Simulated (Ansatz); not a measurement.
Rb2WCl6:
```cif
data_Cl24Rb8W4
_chemical_formula_sum 'W4 Rb8 Cl24'
_space_group_name_H-M_alt 'Fm-3m'
_space_group_IT_number 225
_space_group_name_Hall '-F 4 2 3'
_cell_length_a 9.54252
_cell_length_b 9.54252
_cell_length_c 9.54252
_cell_angle_alpha 90.000
_cell_angle_beta 90.000
_cell_angle_gamma 90.000
loop_
_atom_site_label
_atom_site_type_symbol
_atom_site_symmetry_multiplicity
_atom_site_Wyckoff_symbol
_atom_site_fract_x
_atom_site_fract_y
_atom_site_fract_z
_atom_site_occupancy
W1 W 4 a 0.00000 0.00000 0.00000 1
Rb1 Rb 8 c 0.25000 0.25000 0.25000 1
Cl1 Cl 24 e 0.00000 0.00000 0.24547 1
```
(The calculation used a cell of 9 atoms; values per cell refer to that cell.)

Relaxed with LDA.

Q: Which orbitals make up the states near the Fermi level in plane-wave PAW LDA (Ansatz code)?

A: Within 0.5 eV of the Fermi level: W 5d 70 %, Cl 3p 26 %. Projections are on Löwdin-orthogonalised atomic valence shells; empty p or d shells of many metals are not among them.

Q: Tabulate the density of states.

A: States/eV per cell of 9 atoms, in 0.25 eV bins, energy from the Fermi level.

```tsv
E (eV)	total	Cl 3p	W 5d	Rb 5s
-7.85	0.00	0.00	0.00	0.00
-7.60	0.00	0.00	0.00	0.00
-7.35	0.00	0.00	0.00	0.00
-7.10	0.58	0.47	0.00	0.01
-6.85	1.53	1.22	0.02	0.02
-6.60	4.81	3.75	0.28	0.04
-6.35	2.13	1.63	0.26	0.01
-6.10	5.59	4.17	1.00	0.02
-5.85	8.96	6.36	2.13	0.12
-5.60	12.10	8.64	2.78	0.14
-5.35	15.29	11.27	3.39	0.05
-5.10	7.16	6.48	0.38	0.02
-4.85	5.97	5.51	0.17	0.03
-4.60	7.88	7.35	0.09	0.06
-4.35	0.63	0.58	0.01	0.03
-4.10	13.11	12.49	0.12	0.16
-3.85	9.97	9.49	0.13	0.10
-3.60	9.93	9.57	0.12	0.06
-3.35	10.66	10.33	0.11	0.05
-3.10	17.38	17.01	0.11	0.02
-2.85	8.23	8.14	0.01	0.00
-2.60	2.10	2.09	0.00	0.00
-2.35	0.00	0.00	0.00	0.00
-2.10	0.00	0.00	0.00	0.00
-1.85	0.00	0.00	0.00	0.00
-1.60	0.00	0.00	0.00	0.00
-1.35	0.00	0.00	0.00	0.00
-1.10	0.00	0.00	0.00	0.00
-0.85	0.00	0.00	0.00	0.00
-0.60	0.00	0.00	0.00	0.00
-0.35	1.03	0.20	0.75	0.03
-0.10	8.35	1.90	5.93	0.19
0.15	9.59	2.55	6.65	0.06
0.40	5.03	1.47	3.44	0.01
0.65	0.00	0.00	0.00	0.00
0.90	0.00	0.00	0.00	0.00
1.15	0.00	0.00	0.00	0.00
1.40	0.00	0.00	0.00	0.00
1.65	0.00	0.00	0.00	0.00
1.90	0.00	0.00	0.00	0.00
2.15	0.00	0.00	0.00	0.00
2.40	0.66	0.17	0.36	0.00
2.65	2.03	0.55	1.08	0.01
2.90	2.23	0.65	1.16	0.02
3.15	2.13	0.65	1.09	0.02
3.40	5.98	1.95	3.04	0.11
3.65	3.43	1.09	1.56	0.20
3.90	0.62	0.04	0.04	0.27
4.15	1.32	0.05	0.06	0.36
4.40	2.02	0.07	0.05	0.55
4.65	3.12	0.11	0.05	0.90
```

The workflow started from an entry of the Crystallography Open Database (COD, 293 K). Whether it is the stable phase at ambient conditions was not checked. Symmetry was held in the LDA relaxation; of distortions, only those at the zone centre were tested. The run is not spin-polarised. Spin–orbit coupling is left out wherever it is not named.

Potentials: the later of the program's two PAW sets.
